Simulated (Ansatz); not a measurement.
Y (simple cubic): energy against volume

Level of theory: Ansatz 0.2.0, DFT, PBEsol, plane waves (420 eV) with PAW, scalar-relativistic. (PAW data from PBE, frozen cores regenerated.)

The cell is scaled uniformly from the relaxed one, with fractional coordinates and shape fixed. Energies are extrapolated to zero smearing, pressures are those at the given smearing. Magnetic state: spin not included.

A Birch-Murnaghan fit gives V₀ = 32.58 Å³/atom, B₀ = 29 GPa, B₀′ = 2.9.

Problem. What are the energy above the minimum and the pressure at 30.181 Å³/atom?

Solution. 17.7 meV/atom and 2.60 GPa as computed.

Problem. What are the energy above the minimum and the pressure at 35.430 Å³/atom?

Solution. 20.3 meV/atom and -2.01 GPa as computed.

Problem. What are the energy above the minimum and the pressure at 36.742 Å³/atom?

Solution. 41.2 meV/atom and -2.76 GPa as computed.
